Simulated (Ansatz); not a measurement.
## Tl: strain energy, fitted

Tl, Im-3m, a = 3.916 Å. This isn't the element's structure at ambient conditions. Ansatz: r2SCAN, PAW, 500 eV, Γ-centred 14×14×14 mesh on 2 atoms, Gaussian smearing 0.10 eV; no spin polarisation. Series: biaxial strain in the a-b plane, c and atoms relaxed; x is the strain in per cent. y is the free energy over the unstrained cell, V0 = 30.029 Å³/atom.

| x (%) | y (meV/atom) |
| --- | --- |
| -4.5 | 8.24 |
| -3.0 | 3.02 |
| -1.5 | ? |
| 0.0 | 0.00 |
| 1.5 | 0.14 |
| 3.0 | 2.76 |
| 4.5 | 7.64 |

Q: Fit y = c2 x² + c3 x³ to the other rows, turn c2 into a modulus, and predict the missing energy.

A: Least squares on the rows shown. y = 0.3788 x² − 0.003546 x³. In eV per unit strain² c2 is 3.788; M is the biaxial modulus (E = M V0 ε²): 3.788 × 160.2 / (30.029) = 20 GPa. With a term in x⁴ added, the coefficient of x² becomes 0.2462, 35 % less, which shows how far this figure hangs on the form. At x = -1.5 the fit asked for gives 0.86 meV/atom. The run gave 0.52 meV/atom, so the fit is 0.34 meV/atom too high, within the rms miss on the fitted rows (0.49 meV/atom): the form describes this series only roughly.

Spin–orbit coupling is left out, which can shift energies with elements as heavy as these.